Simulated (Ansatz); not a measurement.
According to LDA (plane waves, PAW; program Ansatz), Al2Au in the fluorite or antifluorite type structure (Fm-3m) relaxes to a = 5.956 Å. Au has 8 nearest neighbours from 2.58 Å (cubic). Against the elements it lies at -0.50 eV/atom, with no fitted shifts.

Electronic character: metallic (no gap).

The bulk modulus is 1210 kbar. The relaxed-ion elastic constants in GPa are C11 = 162, C12 = 101, C44 = 54.4. The elastic constants imply a Debye temperature near 300 K. The highest mode at Γ lies at 268 cm⁻¹.

Symmetry was held in the LDA relaxation; of distortions, only those at the zone centre were tested. As this level gives no gap, shear constants depend on the k-mesh and smearing (Fermi–Dirac, 0.1 eV here). As this level gives no gap, phonon frequencies hold no LO–TO term and depend on the k-mesh and smearing (Fermi–Dirac, 0.1 eV here). The references are the lowest solids computed at this level, not always the standard phases. Spin–orbit coupling is left out wherever it is not named.

Potentials: the later of the program's two PAW sets.
